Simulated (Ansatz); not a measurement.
Mo:
```
Mo
1.0
    0.00000     2.80494     2.80494
    2.80494     0.00000     2.80494
    2.80494     2.80494     0.00000
Mo
2
Cartesian
  0.00000   0.00000   0.00000
  1.40247   1.40247   1.40247
```

Relaxed with PBEsol. Special points in fractions of this cell's reciprocal vectors: Γ (0.000, 0.000, 0.000); X (0.500, 0.000, 0.500); U (0.625, 0.250, 0.625); K (0.375, 0.375, 0.750); L (0.500, 0.500, 0.500); W (0.500, 0.250, 0.750).

Task: List the band energies nearest the Fermi level at these points for PBEsol (plane waves, PAW; program Ansatz).

Result: In eV from the Fermi level; about four levels below and three above (degenerate sets whole), none deeper than 8.9 eV; points with the same levels are listed once.

| k | below | above |
|---|---|---|
| Γ | -2.38 -2.38 -1.39 -1.39 -1.39 | 1.34 1.34 1.34 |
| X | -3.22 -3.22 -1.63 -1.63 | 0.04 0.04 0.54 0.54 |
| U | -2.87 -2.07 -0.95 -0.30 | 0.25 0.45 0.49 |
| L | -2.12 -2.12 -1.69 -1.69 | 0.38 2.38 2.38 |
| W | -1.14 -1.14 -0.05 -0.05 | 0.22 0.22 4.63 4.63 |

Space group Fd-3m (diamond). The start of the workflow was typed in or built on a structure type; neither database checked (COD, Materials Project) lists it. It is not the phase usual at ambient conditions (space group No. 229). The cell was relaxed with PBEsol under the symmetry of its start. At this level the phase is mechanically unstable. No spin polarisation was allowed. Scalar-relativistic: spin–orbit coupling is off unless named, which matters more the heavier the elements.

Potentials: the later of the program's two PAW sets.
